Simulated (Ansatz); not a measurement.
SnO2:
```yaml
crystal:
  lattice:
    - [-1.99954, 1.99954, 5.10208]
    - [1.99954, -1.99954, 5.10208]
    - [1.99954, 1.99954, -5.10208]
  atoms:
    - { symbol: Sn, position: [0.75000, 0.25000, 0.50000] }
    - { symbol: Sn, position: [0.00000, 0.00000, 0.00000] }
    - { symbol: O, position: [0.79637, 0.79637, 0.00000] }
    - { symbol: O, position: [0.54637, 0.04637, 0.50000] }
    - { symbol: O, position: [0.95363, 0.45363, 0.50000] }
    - { symbol: O, position: [0.20363, 0.20363, 0.00000] }
```

Relaxed with r²SCAN. Special points in fractions of this cell's reciprocal vectors: Γ (0.000, 0.000, 0.000); X (0.000, 0.000, 0.500); P (0.250, 0.250, 0.250); N (0.000, 0.500, 0.000); M (0.500, 0.500, -0.500); S (0.288, 0.712, -0.288); S0 (-0.288, 0.288, 0.288); R (-0.077, 0.077, 0.500); G (0.500, 0.500, -0.077).

List the band energies nearest the valence-band maximum at these points for r²SCAN in the plane-wave PAW code Ansatz.

In eV from the valence-band maximum; about four levels below and three above (degenerate sets whole), none deeper than 8.9 eV; points with the same levels are listed once.

| k | below | above |
|---|---|---|
| Γ | -0.67 -0.67 -0.42 -0.42 | 2.33 6.37 10.01 |
| X | -0.76 -0.76 -0.05 -0.05 | 8.22 8.22 8.50 8.50 |
| P | -0.64 -0.64 0.00 0.00 | 8.13 8.13 8.88 8.88 |
| N | -0.81 -0.79 -0.58 -0.34 | 5.74 7.09 8.65 |
| M | -1.04 -1.04 -0.31 -0.31 | 5.01 5.01 8.33 8.33 |
| S | -0.73 -0.70 -0.41 -0.37 | 5.68 7.06 8.41 |
| R | -0.52 -0.52 -0.07 -0.07 | 7.67 7.67 8.85 8.85 |

Space group I4_1/amd (anatase). The first step of the workflow began from a Materials Project structure, measured or hypothetical; the Crystallography Open Database copy checked does not list it. It is not the phase usual at ambient conditions (space group No. 136). The cell was relaxed with r²SCAN under the symmetry of its start; its stability against distortions is not shown here. Scalar-relativistic: spin–orbit coupling is off unless named, which matters more the heavier the elements.

Potentials: the later of the program's two PAW sets.
